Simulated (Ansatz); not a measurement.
Hf:
```yaml
crystal:
  lattice:
    - [0.00000, 2.23966, 2.23966]
    - [2.23966, 0.00000, 2.23966]
    - [2.23966, 2.23966, 0.00000]
  atoms:
    - { symbol: Hf, position: [0.00000, 0.00000, 0.00000] }
```

Relaxed with r²SCAN. Special points in fractions of this cell's reciprocal vectors: Γ (0.000, 0.000, 0.000); X (0.500, 0.000, 0.500); U (0.625, 0.250, 0.625); K (0.375, 0.375, 0.750); L (0.500, 0.500, 0.500); W (0.500, 0.250, 0.750).

Question: List the band energies nearest the Fermi level at these points for DFT-r²SCAN in the program Ansatz with PAW potentials.

Answer: In eV from the Fermi level; about four levels below and three above (degenerate sets whole), none deeper than 8.9 eV; … stands for higher levels left out; points with the same levels are listed once.

```csv
k,below,above
Γ,-7.54,1.57 1.57 1.57
X,-3.32 -2.18,2.46 6.72 …
U,-2.24 -1.51,0.79 4.31 6.21
L,-3.73,0.39 1.38 1.38
W,-1.83 -0.44 -0.44,2.80 7.22 …
```

Space group Fm-3m (fcc (Cu type)). The workflow started from a Materials Project entry (that database holds measured and hypothetical structures alike); the Crystallography Open Database files this formula in space group No. 225, but the cells were not matched. It is not the phase usual at ambient conditions (space group No. 194). The cell was relaxed with r²SCAN under the symmetry of its start; whether a distortion lowers the energy is not shown. The run is not spin-polarised. Spin–orbit coupling is left out wherever it is not named.

Potentials: the later of the program's two PAW sets.
